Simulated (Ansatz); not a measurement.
Relaxed-ion elastic tensor of Sb₂Pd in space group Pa-3 (No. 205; Sb on 8c, Pd on 4a) in GPa (Voigt order), the program Ansatz at the PBEsol level (PAW); density 8.60 g/cm³, 22.51 Å³ per atom.

```
 175  65.4  65.4   0.0   0.0   0.0
65.4   175  65.4   0.0   0.0   0.0
65.4  65.4   175   0.0   0.0   0.0
 0.0   0.0   0.0  25.5   0.0   0.0
 0.0   0.0   0.0   0.0  25.5   0.0
 0.0   0.0   0.0   0.0   0.0  25.5
```

Problem. Is the crystal mechanically stable?

Solution. Yes: the smallest eigenvalue of C is 25.5 GPa.

Problem. Work out the Voigt, Reuss and Hill averages.

Solution. K_V = 102, K_R = 102, K_H = 102; G_V = 37.1, G_R = 32.4, G_H = 34.8 GPa.

Problem. Give Young's modulus, Poisson's ratio, Pugh's ratio and the universal anisotropy index.

Solution. E = 9KG/(3K + G) = 93.7 GPa; ν = 0.35; K/G = 2.93 (ductile by the Pugh limit of 1.75); A_U = 5G_V/G_R + K_V/K_R − 6 = 0.72.

Problem. Estimate the sound speeds and the Debye temperature.

Solution. v_l = √((K + 4G/3)/ρ) = 4150 m/s, v_t = √(G/ρ) = 2010 m/s, mean 2260 m/s; Θ = (h/k)(3n/4πV)^(1/3) v_m = 238 K.

Problem. Give the Zener ratio and Young's modulus along [100], [110] and [111].

Solution. A = 2C44/(C11 − C12) = 0.47; 1/E = S11 − 2(S11 − S12 − S44/2)Γ with Γ = 0, 1/4, 1/3 gives 139, 80.6, 70.7 GPa.

Problem. Solve the Christoffel equation for the three sound speeds along [100], [110], [111].

Solution. Eigenvalues of C_ijkl n_j n_l equal ρv². In km/s, slowest first: [100] 1.72, 1.72, 4.50; [110] 1.72, 2.52, 4.11; [111] 2.28, 2.28, 3.97.

The workflow started from a Materials Project entry (that database holds measured and hypothetical structures alike); the Crystallography Open Database files this formula in space group No. 205, but the cells were not matched. Whether it is the stable phase at ambient conditions was not checked. The cell was relaxed with PBEsol under the symmetry of its start; its stability against distortions is not shown here. The run is not spin-polarised. As this level gives no gap, shear constants depend on the k-mesh and smearing (Fermi–Dirac, 0.1 eV here). Scalar-relativistic: spin–orbit coupling is off unless named, which matters more the heavier the elements.

Potentials: the later of the program's two PAW sets.
